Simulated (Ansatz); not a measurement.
HgF:
```cif
data_F4Hg4
_chemical_formula_sum 'Hg4 F4'
_space_group_name_H-M_alt 'I4/mmm'
_space_group_IT_number 139
_space_group_name_Hall '-I 4 2'
_cell_length_a 3.63616
_cell_length_b 3.63616
_cell_length_c 10.98564
_cell_angle_alpha 90.000
_cell_angle_beta 90.000
_cell_angle_gamma 90.000
loop_
_atom_site_label
_atom_site_type_symbol
_atom_site_symmetry_multiplicity
_atom_site_Wyckoff_symbol
_atom_site_fract_x
_atom_site_fract_y
_atom_site_fract_z
_atom_site_occupancy
Hg1 Hg 4 e 0.00000 0.00000 0.11523 1
F1 F 4 e 0.00000 0.00000 0.31087 1
```
(The calculation used a cell of 4 atoms; values per cell refer to that cell.)

Relaxed at zero pressure with r²SCAN+D4 (plane waves, PAW; program Ansatz).

Question: The volume is lowered by 6 % and shape and atoms relax at that volume. What pressure results, and how do the axes share the change?

Answer: 3.0 GPa; a -3.3 %, b -3.3 %, c 0.5 %; the energy rises by 9 meV/atom.

Question: Give the new structure.

Answer: 
Space group I4/mmm (No. 139); a = b = 3.5165 Å, c = 11.0414 Å, α = β = γ = 90.00°

| atom | site | symmetry | x | y | z |
|---|---|---|---|---|---|
| Hg | 4e | 4mm | 0.0000 | 0.0000 | 0.1140 |
| F | 4e | 4mm | 0.0000 | 0.0000 | 0.3101 |

The phase is kept; no other phase was compared at this pressure.

The first step of the workflow began from a Materials Project structure, measured or hypothetical; the Crystallography Open Database files this formula in space group No. 139, but the cells were not matched. Whether it is the stable phase at ambient conditions was not checked. The r²SCAN+D4 relaxation kept the symmetry of its start; its stability against distortions is not shown here. Scalar-relativistic: spin–orbit coupling is off unless named, which matters more the heavier the elements.

Potentials: the later of the program's two PAW sets.
